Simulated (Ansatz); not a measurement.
# What DFT gives for Sb$_{2}$Os

```
Os Sb
1.0
     6.00108    0.00000    0.00000
     0.00000    6.75481    0.00000
     0.00000    0.00000    3.24332
Os Sb
2 4
Direct
  0.00000 0.00000 0.00000
  0.50000 0.50000 0.50000
  0.18480 0.35960 0.00000
  0.81520 0.64040 0.00000
  0.68480 0.14040 0.50000
  0.31520 0.85960 0.50000
```

Method: r2SCAN, no spin polarisation; PAW, plane waves to 500 eV, 4×4×8 Γ-centred mesh, methfessel-paxton occupations (width 0.2284 eV) (Ansatz 0.2.0), atoms fixed.

**Question.** Where is the largest force?

**Answer.** The largest is on Sb4 (and as large on other atoms): 0.25 eV/Å, components (0.23, 0.08, 0.00). It makes 142° with the line to a nearest neighbour, Os2 at 2.67 Å, pointing away from it.

**Question.** Describe some of the short contacts.

**Answer.** Os–Sb at 2.67 Å: least valence density 0.47 e/Å³ and ELF 0.47 there. Sb–Sb at 2.92 Å: least valence density 0.38 e/Å³ and ELF 0.77 there. These are pseudo-fields; inside the PAW spheres they differ from the all-electron ones.

**Question.** Is there a gap?

**Answer.** Counting bands on this mesh leaves a gap of 0.45 eV, but it is narrow, so a finer mesh and a narrower smearing would have to settle it.

**Question.** How is the charge shared?

**Answer.** Bader charges in e: Sb +0.28, Os -0.57. In the mean Sb gives up most and Os takes most.

**Question.** Is it stable against the elements?

**Answer.** -0.06 eV an atom against the elements' usual phases (free molecules for gases, crystals otherwise, with no correction for O₂ or N₂), so it is bound against them; other compounds may still compete. Relaxing would lower it.

**Question.** What does the stress say?

**Answer.** The pressure is -1.3 GPa (compression positive), so with the atoms held at these fractions the cell would first shrink. The principal stresses -2.5, -1.3, -0.1 GPa differ, so its shape would change too.

Origin: a database entry at a rescaled volume. Caveats: wide smearing; the gap is not wide against the smearing.
